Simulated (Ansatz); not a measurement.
Starting cell, Pd (fcc, Cu type):

```xyz
2
Lattice="0.0000 3.9428 3.9428 1.9714 1.9714 3.9428 1.9714 1.9714 0.0000" Properties=species:S:1:pos:R:3 pbc="T T T"
Pd     0.0000     0.0000     0.0000
Pd     0.0000     1.9714     1.9714
```

A phonon eigenvector at X = (0.5, 0.5, 0.0) is frozen into this cell: atom i moves by Q times the vector below, so Q is the largest atomic displacement, in Å. The cell is held. It is one choice among 2 degenerate patterns. (q is in reciprocal vectors of the primitive cell; the cell shown is doubled to hold the pattern.)

```tsv
atom	x	y	z
Pd1	0.000	1.000	0.000
Pd2	0.000	-1.000	0.000
```

These are PBE (plane waves to 420 eV, PAW, scalar-relativistic; Ansatz, a first-principles code) values and carry that method's errors. k mesh 20×20×20 (Γ-centred), Fermi-Dirac smearing 0.05 eV. With partly filled bands, energies and forces of such displacements shift with the k mesh and the smearing. Pd is run without spin polarisation. Pd was relaxed with its symmetry unable to fall. 

| Q (Å) | −dE/dQ from forces (eV/Å) |
|---|---|
| -0.180 | 3.069 |
| -0.150 | 2.531 |
| -0.120 | 2.022 |
| -0.090 | 1.516 |
| -0.060 | 1.010 |
| -0.030 | 0.504 |
| 0.000 | 0.000 |
| 0.030 | -0.504 |
| 0.060 | -1.010 |
| 0.090 | -1.516 |
| 0.120 | -2.022 |
| 0.150 | -2.531 |
| 0.180 | -3.069 |

**Question.** What harmonic wavenumber does the curvature at Q = 0 give?

**Answer.** 147 cm⁻¹. E″ = 16.80 eV/Å², M = Σ mᵢ|uᵢ|² = 212.8 u, ν̃ = 521.5·√(|E″|/M).

(A displaced cell: forces are minus the slopes of the energy, force constants its curvatures, and phonons follow from these.)
